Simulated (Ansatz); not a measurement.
CdInNO:
```yaml
crystal:
  lattice:
    - [3.56976, 0.00000, 0.00000]
    - [-1.78488, 3.09151, 0.00000]
    - [0.00000, 0.00000, 5.76568]
  atoms:
    - { symbol: In, position: [0.33333, 0.66667, 0.50756] }
    - { symbol: Cd, position: [0.66667, 0.33333, 0.99429] }
    - { symbol: O, position: [0.33333, 0.66667, 0.13919] }
    - { symbol: N, position: [0.66667, 0.33333, 0.60895] }
```

Relaxed with r²SCAN.

Give the Bader charges and basin volumes of the independent atoms, r²SCAN in the plane-wave PAW code Ansatz.



```csv
atom,Bader charge (e),Bader volume (Å³)
In1,+1.61,15.7
Cd2,+1.14,17.5
O3,-1.25,14.6
N4,-1.50,15.9
```

Space group P3m1. The start of the workflow was typed in or built on a structure type; neither database checked (COD, Materials Project) lists it. Its standing as an ambient phase is unchecked. The cell was relaxed with r²SCAN under the symmetry of its start; whether a distortion lowers the energy is not shown.

Potentials: the earlier of the program's two PAW sets.
